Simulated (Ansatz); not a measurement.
TlF₃ in space group Pnma (No. 62; Tl on 4c, F on 8d, F on 4c), the program Ansatz at the r²SCAN level (PAW). The conduction-band minimum lies at Γ, with 1 equivalent valley. Second derivatives d²E/dk² of the lowest band at one valley (eV·Å²), along Cartesian directions:

```
direction  d²E/dk²
---------  -------
[100]        24.70
[010]        24.67
[001]        24.03
[110]        24.68
[101]        24.36
[011]        24.35
```

Problem. Find the principal effective masses, the density-of-states mass and the conductivity mass.

Solution. Off-diagonal terms follow from H_xy = H[110] − (H_xx + H_yy)/2, and m*/mₑ = 7.620 eV·Å² over each eigenvalue: 0.31, 0.31, 0.32. One valley's DOS mass (m₁m₂m₃)^(1/3) = 0.31, conductivity mass 3/(Σ 1/mᵢ) = 0.31 mₑ.

Problem. What effective density of states Nc follows at 300 K for parabolic valleys?

Solution. Nc = 2.509e19 × 1 × (0.31)^(3/2) ≈ 4.3e18 cm⁻³.

The first step of the workflow began from a Materials Project structure, measured or hypothetical; the Crystallography Open Database files this formula in space group No. 62, but the cells were not matched. Its standing as an ambient phase is unchecked. Symmetry was held in the r²SCAN relaxation; its stability against distortions is not shown here. Spin–orbit coupling is left out wherever it is not named.

Potentials: the later of the program's two PAW sets.

Edges and masses are those of Kohn–Sham bands, whose gap is no quasiparticle gap.
